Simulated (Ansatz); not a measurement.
VSi2 (CrSi2 type, space group P6_222)

```
CELL_PARAMETERS angstrom
      4.56609     0.00000     0.00000
     -2.28304     3.95435     0.00000
      0.00000     0.00000     6.36618
ATOMIC_POSITIONS crystal
  V  0.50000 0.00000 0.00000
  V  0.50000 0.50000 0.33333
  V  0.00000 0.50000 0.66667
  Si 0.16284 0.32568 0.00000
  Si 0.83716 0.16284 0.33333
  Si 0.67432 0.83716 0.66667
  Si 0.83716 0.67432 0.00000
  Si 0.16284 0.83716 0.33333
  Si 0.32568 0.16284 0.66667
```

The slice is a (1 -1 0 0) plane (indices of the conventional cell) through the point (0.837, 0.674, 0.000) (fractional), spanned by u = [110] and v = [001] in vectors of this cell: u (4.57 Å) and v (6.37 Å, at 90° to u). It covers one period; positions are fractions (u, v).

Computed with PBE (plane waves to 420 eV, PAW, scalar-relativistic; Ansatz, a quantum-chemistry and plane-wave program). k mesh 12×12×8. Near the nuclei the fields are pseudised (PAW); where an atom keeps semicore shells as valence, they peak there. VSi2 is run without spin polarisation. VSi2 was relaxed with its symmetry unable to fall.

Predict the map of the electrostatic potential energy of an electron, from the cell's mean on the slice.


```tsv
v \ u	0.00	0.15	0.30	0.45	0.60	0.75	0.90
0.86	x	6.4	10.3	7.5	8.9	10.4	3.1
0.71	7.6	9.6	x	x	x	7.7	8.7
0.57	9.4	10.3	3.9	x	x	9.4	10.1
0.43	9.4	x	x	8.1	4.9	x	6.2
0.29	7.6	x	x	6.7	x	x	<2.0
0.14	x	5.3	9.7	10.7	10.5	8.8	2.7
0.00	x	x	9.0	7.3	8.5	6.2	x
```

Values: electrostatic potential energy of an electron, from the cell's mean, in eV. Points within 1 Å of a nucleus are blanked (x), as the pseudised field means little there. Values under 2 eV are set to 2. The zero, the cell's mean, hangs on the PAW cores.
